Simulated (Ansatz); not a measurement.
NbW in space group Cmmm (No. 65; Nb on 2a, W on 2c), DFT-r²SCAN in the program Ansatz with PAW potentials, all energies at zero smearing, with the estimated change up to a 700 eV cutoff added, with one set of potentials and settings (totals compare only within such a set). Cell of 2 atoms (1 Nb, 1 W): -14961.018 eV.

```tsv
element	reference phase	E (eV/atom)
Nb	Im-3m, 1 atoms in the cell	-4563.6321
W	Im-3m, 1 atoms in the cell	-10397.2967
```

Formation energy per atom, worked out: (-14961.018 − 1×(-4563.6321) − 1×(-10397.2967))/2 = -0.045 eV/atom (-4 kJ per mol of atoms), at 0 K, without zero-point energy or fitted corrections.

The workflow started from a Materials Project entry (that database holds measured and hypothetical structures alike); the Crystallography Open Database copy checked does not list it. With Nb and W taken as one species the cell has the higher symmetry Im-3m, so it may be an ordered model of a mixed-site phase. Whether it is the stable phase at ambient conditions was not checked. The cell was relaxed with r²SCAN under the symmetry of its start; its stability against distortions is not shown here. The run is not spin-polarised. The references are the lowest solids computed at this level, not always the standard phases. Scalar-relativistic: spin–orbit coupling is off unless named, which matters more the heavier the elements.

Potentials: the later of the program's two PAW sets.
